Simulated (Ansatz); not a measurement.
The relaxed structure here is a generated cell of InP: the first start was made by placing the elements on the sites of a structure type, and the end was not matched to a known phase here, so it may be hypothetical. Known forms of InP include space group No. 216.

A relaxed structure of InP. Space group Pnma (No. 62). Computed with r2SCAN (plane waves to 500 eV, PAW, scalar-relativistic; Ansatz, a first-principles code).

```cif
data_In4P4
_chemical_formula_sum 'In4 P4'
_space_group_name_H-M_alt 'Pnma'
_space_group_IT_number 62
_space_group_name_Hall '-P 2ac 2n'
_cell_length_a 7.94639
_cell_length_b 4.24535
_cell_length_c 7.13203
_cell_angle_alpha 90.000
_cell_angle_beta 90.000
_cell_angle_gamma 90.000
loop_
_atom_site_label
_atom_site_type_symbol
_atom_site_symmetry_multiplicity
_atom_site_Wyckoff_symbol
_atom_site_fract_x
_atom_site_fract_y
_atom_site_fract_z
_atom_site_occupancy
In1 In 4 c 0.16177 0.75000 0.09769 1
P1 P 4 c 0.16844 0.25000 0.89503 1
```

What is the computed band gap (r2SCAN)?

0.97 eV, direct at Γ (no spin-orbit coupling).

No spin polarisation in the result.

The run could not lose the symmetry of its start, so the end can be a saddle point.
